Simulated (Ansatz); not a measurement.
# ScTe2: reading a single point

```
CELL_PARAMETERS angstrom
1.80983 3.13472 0.00000
-1.80983 3.13472 0.00000
0.00000 0.00000 14.37660
ATOMIC_POSITIONS crystal
Sc 0.33333 0.33333 0.25000
Sc 0.66667 0.66667 0.75000
Te 0.33333 0.33333 0.62100
Te 0.66667 0.66667 0.12100
Te 0.33333 0.33333 0.87900
Te 0.66667 0.66667 0.37900
```

Single point in Ansatz 0.2.0 with r2SCAN, spin-orbit coupling. Cutoff 500 eV, PAW datasets, 11×11×3 Γ-centred k mesh, fermi-dirac filling (width 0.1 eV).

The state carries no moments; the state need not be the lowest.

**Forces.** The largest is on Te4 (and as large on other atoms): 1.46 eV/Å, components (0.00, 0.00, -1.46). It makes 132° with the line to a nearest neighbour, Sc1 at 2.79 Å.
**Charges.** Bader charges in e: Sc +1.52, Te -0.76. In the mean Sc gives up most and Te takes most.
**Stress.** The pressure is 10.3 GPa (compression positive), so with the atoms held at these fractions the cell would first expand; the forces are large, so a full relaxation may end otherwise. The principal stresses 9.4, 9.4, 12.1 GPa differ, so its shape would change too.
**At the Fermi level.** It is a metal, with about 4.7 states/eV a cell as the mean within 0.25 eV of the Fermi level, mostly Te p (70 %) and Sc d (27 %).

Origin: a known structure type with other elements, at an estimated volume, so it need not be a known compound.
